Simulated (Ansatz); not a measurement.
Density of states of a Si₂W cell (a crystal with Si and W atoms exchanged, relaxed), per eV and atom, broadened by Gaussian smearing of width 0.1 eV and averaged over bins of 0.2 eV, from 8 eV under the Fermi level at most up to where the solved bands end.

All numbers below come from DFT r2SCAN, scalar-relativistic, plane waves, PAW in Ansatz 0.2.0.

Cutoff 500 eV; k points 5×5×4 on the computed 24-atom cell (Γ-centred); Gaussian smearing, width 0.10 eV; no spin polarisation.

```xyz
24
Lattice="0.0049 6.4491 0.0063 -6.4492 -0.0049 -0.0057 0.0070 0.0077 7.9182" Properties=species:S:1:pos:R:3 pbc="T T T"
Si   -1.7104    1.5838    6.6009
Si   -4.7651    1.6749    6.5734
Si   -3.2909    3.1484    2.6873
Si   -1.5857    4.8550    6.8080
Si   -6.4329    3.1106    2.6245
Si   -4.8576    4.7296    6.6011
Si   -3.3294    0.0067    2.6245
Si   -6.3274    0.1121    2.5473
Si   -1.6554    1.5652    1.3259
Si   -4.8200    1.6194    1.3000
W    -2.7795    3.6606    5.0839
Si   -1.6299    4.8097    1.3257
Si   -0.1200    3.1809    5.2906
Si   -4.8745    4.7845    1.3260
Si   -3.2589    6.3203    5.2913
Si   -6.3696    0.0704    5.3494
W    -3.2902    6.4236    0.0467
W    -0.0021    6.4383    7.9147
W    -4.8764    1.5634    3.9801
W    -3.2313    3.2087    0.0864
W    -1.6201    1.4091    3.9439
W    -0.0160    3.1494    0.0459
W    -5.0304    4.8195    3.9446
Si   -1.3078    5.1319    3.7948
```

```tsv
E − E_F (eV)	total	W 5d	Si 3p	Si 3s	W 6s
-7.95	0.207	0.049	0.085	0.061	0.009
-7.75	0.206	0.051	0.084	0.060	0.008
-7.55	0.170	0.040	0.081	0.037	0.009
-7.35	0.250	0.061	0.121	0.051	0.013
-7.15	0.268	0.063	0.139	0.045	0.016
-6.95	0.318	0.073	0.186	0.034	0.019
-6.75	0.363	0.089	0.216	0.032	0.019
-6.55	0.339	0.086	0.198	0.030	0.018
-6.35	0.438	0.114	0.262	0.033	0.020
-6.15	0.266	0.071	0.156	0.023	0.011
-5.95	0.341	0.097	0.191	0.034	0.012
-5.75	0.338	0.100	0.182	0.035	0.014
-5.55	0.368	0.108	0.190	0.046	0.016
-5.35	0.332	0.098	0.171	0.041	0.015
-5.15	0.347	0.111	0.172	0.041	0.014
-4.95	0.334	0.121	0.149	0.039	0.017
-4.75	0.379	0.141	0.165	0.045	0.018
-4.55	0.367	0.142	0.158	0.039	0.017
-4.35	0.489	0.204	0.201	0.051	0.019
-4.15	0.472	0.205	0.190	0.045	0.017
-3.95	0.526	0.242	0.202	0.048	0.017
-3.75	0.518	0.250	0.194	0.042	0.015
-3.55	0.635	0.316	0.238	0.044	0.016
-3.35	0.679	0.349	0.252	0.042	0.013
-3.15	0.756	0.407	0.273	0.041	0.010
-2.95	0.936	0.525	0.329	0.043	0.010
-2.75	1.041	0.588	0.369	0.040	0.009
-2.55	0.935	0.526	0.331	0.036	0.009
-2.35	0.778	0.431	0.273	0.034	0.010
-2.15	0.645	0.368	0.215	0.028	0.008
-1.95	0.474	0.273	0.157	0.019	0.006
-1.75	0.489	0.281	0.160	0.022	0.006
-1.55	0.457	0.273	0.139	0.021	0.005
-1.35	0.381	0.227	0.113	0.020	0.004
-1.15	0.315	0.194	0.087	0.017	0.004
-0.95	0.310	0.200	0.078	0.014	0.004
-0.75	0.345	0.225	0.083	0.017	0.004
-0.55	0.289	0.194	0.063	0.013	0.004
-0.35	0.219	0.151	0.045	0.009	0.003
-0.15	0.245	0.149	0.062	0.016	0.005
0.05	0.232	0.134	0.061	0.019	0.005
0.25	0.253	0.137	0.070	0.026	0.005
0.45	0.321	0.175	0.085	0.033	0.007
0.65	0.286	0.153	0.076	0.033	0.006
0.85	0.330	0.168	0.096	0.038	0.006
1.05	0.367	0.188	0.106	0.041	0.007
1.25	0.362	0.179	0.100	0.048	0.009
1.45	0.382	0.179	0.106	0.056	0.011
1.65	0.438	0.198	0.127	0.067	0.012
```

The columns after the total are the largest Löwdin projections on the valence shells of the potentials, so they needn't add up, and the weight of a shell that a potential lacks goes to other orbitals. The cell has no gap on the mesh.

Spin-orbit coupling is left out, which matters for the bands of heavy elements.

This form isn't the usual stable structure of the compound.

Cost: 2 runs of about 10 core-minutes in all (earlier runs that led there not counted), on Intel Xeon 6975P-C (Granite Rapids) (shared hosts).